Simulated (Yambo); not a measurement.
```
TlBr
1.0
    3.91368     0.00000     0.00000
    0.00000     3.91368     0.00000
    0.00000     0.00000     3.91368
Br Tl
1 1
Cartesian
  1.95684   1.95684   1.95684
  0.00000   0.00000   0.00000
```

TlBr (CsCl type, space group Pm-3m, No. 221) under isotropic strain (on all lattice vectors), counted from the cell relaxed with PBEsol, atoms relaxed at each step. norm-conserving PBE (stringent potentials; Quantum ESPRESSO, 90 Ry, no spin-orbit coupling); G0W0 in Yambo (4×4×4 Γ-centred k mesh, bands 10 to 284 and a 15 Ry block in the screening, 284 bands in G with the Bruneval-Gonze terminator, plasmon pole fitted at 27.2 eV).

Unstrained, the direct gap at X is 1.72 eV in PBE and 3.35 eV in G0W0.

Task: How fast does it move with strain?

Result: Between -0.5 % and +0.5 % the direct gap at X has a volume deformation potential dE/dlnV of 4.5 eV in G0W0 and 2.9 eV in PBE. (G0W0: 3.281 eV at -0.5 %, 3.415 eV at +0.5 %; Δ ln V = 3 ln(1.005/0.995) = 0.0300.) Convergence of the GW settings isn't established. Spin-orbit coupling is left out; with 6p states at a band edge it can lower the gap by many tenths of an eV, most of a small gap.
